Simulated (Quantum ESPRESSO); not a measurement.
# Computed records: Li₄Hf₂RhAu (simulated cell), Li₅W₃ (simulated cell)

Calculation on a made-up metal alloy cell, not a measurement: no spin or spin-orbit, unrelaxed, 2900 K smearing, stress positive in tension, cell energy less fitted offsets; periodic Kohn-Sham density functional theory in plane waves with PseudoDojo standard norm-conserving scalar-relativistic pseudopotentials, each functional with its own files (v0.5 for PBE, v0.4.1 for LDA and PBEsol), eight atoms on drawn sites of a strained close-packed or body-centred lattice, each displaced and held fixed; the energy is the cell's free energy, ions and the entropy term -TS included, at the stated Fermi-Dirac width, less a fixed offset for each atom's element (shifted free energy); compositions with an open d shell lost a parallel starting moment in a cheaper test run, and other magnetic orders were not tried; an error bar is the largest change of its kind in a tighter rerun, never given below 0.002 eV, 0.02 GPa or 0.003 eV/angstrom, and covers cutoff and k-mesh only, not smearing or the files. Program: Quantum ESPRESSO 7.5.

Common to all runs: lattice type hexagonal close-packed; functional pbe; fermi dirac smearing 0.25 eV; electrons removed 0; run command mpirun -np 4 pw.x -nk 4 -in in; run processor Intel Xeon, 2023 or later, virtual cores.

Notes on all entries: heavy elements are run without spin-orbit coupling, which real alloys of them have; a spin test at this wide smearing found no moment, but such smearing suppresses magnetism that the real alloy may have; lattice, volume and sites are drawn at random and may be unstable or far from any real phase; energies are for the whole cell, less offsets fitted to these runs, so they are not formation energies.

(1) Li₄Hf₂RhAu (simulated cell)

```xyz
8
Lattice="3.0703 0.0000 0.0000 0.0000 5.3180 0.0000 0.0000 0.0000 9.9205" Properties=species:S:1:pos:R:3 Li4Hf2RhAu
Li    -0.1291    -0.0034    -0.0296
Hf    -0.1253     0.1065     4.8535
Rh    -0.0053     1.8024     2.5262
Au     0.1391     1.7714     7.3562
Li     1.4660     2.8641    -0.0018
Li     1.5831     2.4660     4.9313
Hf     1.6461     4.3359     2.5533
Li     1.6126     4.4314     7.2746
```

Here we set cutoff 1197 eV and k mesh 8 x 5 x 3 shifted half a step off Gamma on each axis.

It finds entropy term negative ts -1.125 eV; pressure -6.09 GPa; stress xx 4.76 GPa; stress yy 8.43 GPa; stress zz 5.08 GPa; stress yz -0.77 GPa; stress xz -0.82 GPa; stress xy -0.73 GPa; shifted free energy -1.538 eV.

Atoms:
| atoms element | atom site | atom energy offset (eV) |
| --- | --- | --- |
| Li | 1 | -195.67 |
| Hf | 2 | -1535.13 |
| Rh | 3 | -3191.96 |
| Au | 4 | -4032.82 |
| Li | 5 | -195.67 |
| Li | 6 | -195.67 |
| Hf | 7 | -1535.13 |
| Li | 8 | -195.67 |

Forces:
| site | x (eV/Å) | y (eV/Å) | z (eV/Å) |
| --- | --- | --- | --- |
| 1 | 0.133 | 0.632 | -0.092 |
| 2 | 0.842 | 0.17 | -0.519 |
| 3 | 0.029 | -0.381 | 0.849 |
| 4 | -0.034 | -0.142 | -0.278 |
| 5 | -0.028 | -0.7 | -0.071 |
| 6 | -0.233 | 0.89 | 0.042 |
| 7 | -0.595 | -0.246 | -0.296 |
| 8 | -0.113 | -0.221 | 0.365 |

Notes: error bars: energy 0.0062 eV, stress 0.036 GPa, force 0.003 eV/Å, from a tighter rerun of a related cell, whose elements or sites may differ; 13 SCF iterations, 171 s of wall time on a shared machine.

(2) Li₄Hf₂RhAu (simulated cell)

```xyz
8
Lattice="3.0703 0.0000 0.0000 0.0000 5.3180 0.0000 0.0000 0.0000 9.9205" Properties=species:S:1:pos:R:3 Li4Hf2RhAu
Li    -0.1291    -0.0034    -0.0296
Hf    -0.1253     0.1065     4.8535
Au    -0.0053     1.8024     2.5262
Li     0.1391     1.7714     7.3562
Rh     1.4660     2.8641    -0.0018
Hf     1.5831     2.4660     4.9313
Li     1.6461     4.3359     2.5533
Li     1.6126     4.4314     7.2746
```

It was run with cutoff 1197 eV and k mesh 8 x 5 x 3 shifted half a step off Gamma on each axis.

The calculation gives: entropy term negative ts -1.289 eV; pressure -3.38 GPa; stress xx 4.83 GPa; stress yy 3.43 GPa; stress zz 1.89 GPa; stress yz -0.44 GPa; stress xz 0.08174 GPa; stress xy 0.37 GPa; shifted free energy -0.237 eV.

Atoms:
| atoms element | atom site | atom energy offset (eV) |
| --- | --- | --- |
| Li | 1 | -195.67 |
| Hf | 2 | -1535.13 |
| Au | 3 | -4032.82 |
| Li | 4 | -195.67 |
| Rh | 5 | -3191.96 |
| Hf | 6 | -1535.13 |
| Li | 7 | -195.67 |
| Li | 8 | -195.67 |

Forces:
| site | x (eV/Å) | y (eV/Å) | z (eV/Å) |
| --- | --- | --- | --- |
| 1 | 0.052 | 0.082 | 0.174 |
| 2 | 0.741 | -1.307 | 0.136 |
| 3 | 0.08 | 0.275 | -0.553 |
| 4 | -0.032 | 0.206 | 0.876 |
| 5 | -0.013 | -0.251 | 0.253 |
| 6 | -0.519 | 1.421 | -0.607 |
| 7 | -0.196 | -0.2 | -0.917 |
| 8 | -0.112 | -0.226 | 0.639 |

Notes: error bars: energy 0.0062 eV, stress 0.036 GPa, force 0.003 eV/Å, from a tighter rerun of a related cell, whose elements or sites may differ; 15 SCF iterations, 185 s of wall time on a shared machine.

(3) Li₄Hf₂RhAu (simulated cell)

```xyz
8
Lattice="3.0703 0.0000 0.0000 0.0000 5.3180 0.0000 0.0000 0.0000 9.9205" Properties=species:S:1:pos:R:3 Li4Hf2RhAu
Hf    -0.1291    -0.0034    -0.0296
Li    -0.1253     0.1065     4.8535
Hf    -0.0053     1.8024     2.5262
Au     0.1391     1.7714     7.3562
Li     1.4660     2.8641    -0.0018
Li     1.5831     2.4660     4.9313
Li     1.6461     4.3359     2.5533
Rh     1.6126     4.4314     7.2746
```

Here we set cutoff 1197 eV and k mesh 8 x 5 x 3 shifted half a step off Gamma on each axis.

Results for Li₄Hf₂RhAu (simulated cell): entropy term negative ts -1.463 eV; pressure -7.29 GPa; stress xx 8.41 GPa; stress yy 5.32 GPa; stress zz 8.15 GPa; stress yz 0.86 GPa; stress xz 0.48 GPa; stress xy -0.23 GPa; shifted free energy 0.514 eV.

Atoms:
| atoms element | atom site | atom energy offset (eV) |
| --- | --- | --- |
| Hf | 1 | -1535.13 |
| Li | 2 | -195.67 |
| Hf | 3 | -1535.13 |
| Au | 4 | -4032.82 |
| Li | 5 | -195.67 |
| Li | 6 | -195.67 |
| Li | 7 | -195.67 |
| Rh | 8 | -3191.96 |

Forces:
| site | x (eV/Å) | y (eV/Å) | z (eV/Å) |
| --- | --- | --- | --- |
| 1 | 0.066 | 0.33 | -1.486 |
| 2 | 0.12 | -0.506 | 0.786 |
| 3 | 0.249 | -0.185 | -1.23 |
| 4 | -0.067 | -0.024 | 0.162 |
| 5 | -0.039 | -0.634 | -0.553 |
| 6 | -0.087 | 0.411 | 0.941 |
| 7 | -0.276 | 0.349 | -0.027 |
| 8 | 0.032 | 0.259 | 1.407 |

Notes: error bars: energy 0.0062 eV, stress 0.036 GPa, force 0.003 eV/Å, from a tighter rerun of a related cell, whose elements or sites may differ; 14 SCF iterations, 179 s of wall time on a shared machine.

(4) Li₄Hf₂RhAu (simulated cell)

```xyz
8
Lattice="3.0703 0.0000 0.0000 0.0000 5.3180 0.0000 0.0000 0.0000 9.9205" Properties=species:S:1:pos:R:3 Li4Hf2RhAu
Li    -0.1291    -0.0034    -0.0296
Rh    -0.1253     0.1065     4.8535
Hf    -0.0053     1.8024     2.5262
Li     0.1391     1.7714     7.3562
Li     1.4660     2.8641    -0.0018
Hf     1.5831     2.4660     4.9313
Au     1.6461     4.3359     2.5533
Li     1.6126     4.4314     7.2746
```

It was run with cutoff 1197 eV and k mesh 8 x 5 x 3 shifted half a step off Gamma on each axis.

The calculation gives: entropy term negative ts -1.13 eV; pressure -4.15 GPa; stress xx 2.59 GPa; stress yy 8.55 GPa; stress zz 1.31 GPa; stress yz -1.37 GPa; stress xz 0.3 GPa; stress xy -0.23 GPa; shifted free energy -2.01 eV.

Atoms:
| atoms element | atom site | atom energy offset (eV) |
| --- | --- | --- |
| Li | 1 | -195.67 |
| Rh | 2 | -3191.96 |
| Hf | 3 | -1535.13 |
| Li | 4 | -195.67 |
| Li | 5 | -195.67 |
| Hf | 6 | -1535.13 |
| Au | 7 | -4032.82 |
| Li | 8 | -195.67 |

Forces:
| site | x (eV/Å) | y (eV/Å) | z (eV/Å) |
| --- | --- | --- | --- |
| 1 | 0.033 | 0.094 | 0.385 |
| 2 | 0.169 | 0.445 | -0.245 |
| 3 | 0.195 | -0.869 | -0.039 |
| 4 | -0.101 | -0.261 | 0.304 |
| 5 | 0.018 | -0.097 | -0.032 |
| 6 | -0.084 | 0.286 | 0.217 |
| 7 | -0.203 | 0.163 | -0.239 |
| 8 | -0.026 | 0.239 | -0.351 |

Notes: error bars: energy 0.0062 eV, stress 0.036 GPa, force 0.003 eV/Å, from a tighter rerun of this cell; 15 SCF iterations, 187 s of wall time on a shared machine.

(5) Li₅W₃ (simulated cell)

```xyz
8
Lattice="-3.0313 0.0344 0.0037 0.0059 -0.0270 -4.8479 0.1190 -10.7080 -0.0586" Properties=species:S:1:pos:R:3 Li5W3
W      0.0349     0.0932    -0.1020
Li     0.0376    -5.3393    -0.1396
Li     0.0475    -3.6454    -2.4046
Li     0.0874    -8.9151    -2.4105
Li    -1.3532    -2.6400    -0.0555
W     -1.3812    -7.9686    -0.0060
W     -1.4535    -0.9333    -2.4250
Li    -1.4488    -6.1342    -2.3843
```

Settings of this run: cutoff 1007 eV and k mesh 9 x 6 x 3 shifted half a step off Gamma on each axis.

It finds entropy term negative ts -1.545 eV; pressure -14.05 GPa; stress xx 22.12 GPa; stress yy 10.4 GPa; stress zz 9.64 GPa; stress yz 0.74 GPa; stress xz 0.07584 GPa; stress xy -0.03676 GPa; shifted free energy 1.971 eV.

Atoms:
| atoms element | atom site | atom energy offset (eV) |
| --- | --- | --- |
| W | 1 | -2063.48 |
| Li | 2 | -195.67 |
| Li | 3 | -195.67 |
| Li | 4 | -195.67 |
| Li | 5 | -195.67 |
| W | 6 | -2063.48 |
| W | 7 | -2063.48 |
| Li | 8 | -195.67 |

Forces:
| site | x (eV/Å) | y (eV/Å) | z (eV/Å) |
| --- | --- | --- | --- |
| 1 | 0.06 | 0.49 | 0.333 |
| 2 | 0.086 | -0.329 | 0.312 |
| 3 | 0.05 | 0.526 | -0.143 |
| 4 | 0.044 | 0.063 | -0.254 |
| 5 | -0.05 | 0.385 | 0.105 |
| 6 | -0.147 | -1.718 | -0.049 |
| 7 | 0.019 | 1.222 | -0.077 |
| 8 | -0.061 | -0.64 | -0.228 |

Notes: error bars: energy 0.0038 eV, stress 0.04 GPa, force 0.003 eV/Å, from a tighter rerun of a related cell, whose elements or sites may differ; 15 SCF iterations, 203 s of wall time on a shared machine.

(6) Li₅W₃ (simulated cell)

```xyz
8
Lattice="-3.0313 0.0344 0.0037 0.0059 -0.0270 -4.8479 0.1190 -10.7080 -0.0586" Properties=species:S:1:pos:R:3 Li5W3
Li     0.0349     0.0932    -0.1020
W      0.0376    -5.3393    -0.1396
Li     0.0475    -3.6454    -2.4046
Li     0.0874    -8.9151    -2.4105
Li    -1.3532    -2.6400    -0.0555
W     -1.3812    -7.9686    -0.0060
W     -1.4535    -0.9333    -2.4250
Li    -1.4488    -6.1342    -2.3843
```

Here we set cutoff 1007 eV and k mesh 9 x 6 x 3 shifted half a step off Gamma on each axis.

It finds entropy term negative ts -1.834 eV; pressure -13.13 GPa; stress xx 24.59 GPa; stress yy 11.87 GPa; stress zz 2.93 GPa; stress yz -0.35 GPa; stress xz -0.17 GPa; stress xy 0.46 GPa; shifted free energy 4.693 eV.

Atoms:
| atoms element | atom site | atom energy offset (eV) |
| --- | --- | --- |
| Li | 1 | -195.67 |
| W | 2 | -2063.48 |
| Li | 3 | -195.67 |
| Li | 4 | -195.67 |
| Li | 5 | -195.67 |
| W | 6 | -2063.48 |
| W | 7 | -2063.48 |
| Li | 8 | -195.67 |

Forces:
| site | x (eV/Å) | y (eV/Å) | z (eV/Å) |
| --- | --- | --- | --- |
| 1 | 0.041 | -0.129 | 0.227 |
| 2 | -0.202 | -2.52 | 0.768 |
| 3 | 0.036 | 0.163 | -0.255 |
| 4 | 0.059 | -0.036 | -0.103 |
| 5 | -0.045 | 0.142 | 0.11 |
| 6 | 0.272 | 2.247 | -0.079 |
| 7 | -0.112 | 0.411 | -0.209 |
| 8 | -0.049 | -0.277 | -0.46 |

Notes: error bars: energy 0.0038 eV, stress 0.04 GPa, force 0.003 eV/Å, from a tighter rerun of a related cell, whose elements or sites may differ; 14 SCF iterations, 188 s of wall time on a shared machine.

(7) Li₅W₃ (simulated cell)

```xyz
8
Lattice="-3.0313 0.0344 0.0037 0.0059 -0.0270 -4.8479 0.1190 -10.7080 -0.0586" Properties=species:S:1:pos:R:3 Li5W3
Li     0.0349     0.0932    -0.1020
Li     0.0376    -5.3393    -0.1396
W      0.0475    -3.6454    -2.4046
Li     0.0874    -8.9151    -2.4105
Li    -1.3532    -2.6400    -0.0555
W     -1.3812    -7.9686    -0.0060
W     -1.4535    -0.9333    -2.4250
Li    -1.4488    -6.1342    -2.3843
```

It was run with cutoff 1007 eV and k mesh 9 x 6 x 3 shifted half a step off Gamma on each axis.

It finds entropy term negative ts -1.853 eV; pressure -13.17 GPa; stress xx 24.89 GPa; stress yy 11.52 GPa; stress zz 3.1 GPa; stress yz 0.0988 GPa; stress xz -0.08731 GPa; stress xy -0.32 GPa; shifted free energy 4.829 eV.

Atoms:
| atoms element | atom site | atom energy offset (eV) |
| --- | --- | --- |
| Li | 1 | -195.67 |
| Li | 2 | -195.67 |
| W | 3 | -2063.48 |
| Li | 4 | -195.67 |
| Li | 5 | -195.67 |
| W | 6 | -2063.48 |
| W | 7 | -2063.48 |
| Li | 8 | -195.67 |

Forces:
| site | x (eV/Å) | y (eV/Å) | z (eV/Å) |
| --- | --- | --- | --- |
| 1 | 0.044 | -0.047 | 0.256 |
| 2 | 0.081 | 0.019 | 0.388 |
| 3 | 0.155 | 2.748 | -0.355 |
| 4 | 0.068 | 0.001 | -0.101 |
| 5 | -0.084 | 0.02 | 0.203 |
| 6 | -0.034 | -0.275 | 0.045 |
| 7 | -0.161 | -2.021 | -0.225 |
| 8 | -0.07 | -0.445 | -0.213 |

Notes: error bars: energy 0.0038 eV, stress 0.04 GPa, force 0.003 eV/Å, from a tighter rerun of a related cell, whose elements or sites may differ; 14 SCF iterations, 181 s of wall time on a shared machine.

(8) Li₅W₃ (simulated cell)

```xyz
8
Lattice="-3.0313 0.0344 0.0037 0.0059 -0.0270 -4.8479 0.1190 -10.7080 -0.0586" Properties=species:S:1:pos:R:3 Li5W3
Li     0.0349     0.0932    -0.1020
Li     0.0376    -5.3393    -0.1396
Li     0.0475    -3.6454    -2.4046
W      0.0874    -8.9151    -2.4105
Li    -1.3532    -2.6400    -0.0555
W     -1.3812    -7.9686    -0.0060
W     -1.4535    -0.9333    -2.4250
Li    -1.4488    -6.1342    -2.3843
```

Here we set cutoff 1007 eV and k mesh 9 x 6 x 3 shifted half a step off Gamma on each axis.

The calculation gives: entropy term negative ts -1.551 eV; pressure -14.08 GPa; stress xx 21.82 GPa; stress yy 10.3 GPa; stress zz 10.11 GPa; stress yz 0.47 GPa; stress xz -0.0313 GPa; stress xy 0.005567 GPa; shifted free energy 2.036 eV.

Atoms:
| atoms element | atom site | atom energy offset (eV) |
| --- | --- | --- |
| Li | 1 | -195.67 |
| Li | 2 | -195.67 |
| Li | 3 | -195.67 |
| W | 4 | -2063.48 |
| Li | 5 | -195.67 |
| W | 6 | -2063.48 |
| W | 7 | -2063.48 |
| Li | 8 | -195.67 |

Forces:
| site | x (eV/Å) | y (eV/Å) | z (eV/Å) |
| --- | --- | --- | --- |
| 1 | 0.038 | -0.159 | 0.386 |
| 2 | 0.096 | -0.343 | 0.308 |
| 3 | 0.051 | 0.551 | -0.151 |
| 4 | -0.246 | -0.612 | -0.259 |
| 5 | -0.018 | 0.412 | 0.115 |
| 6 | 0.049 | -0.982 | 0.011 |
| 7 | 0.08 | 1.779 | -0.185 |
| 8 | -0.05 | -0.646 | -0.225 |

Notes: error bars: energy 0.0038 eV, stress 0.04 GPa, force 0.003 eV/Å, from a tighter rerun of a related cell, whose elements or sites may differ; 13 SCF iterations, 176 s of wall time on a shared machine.
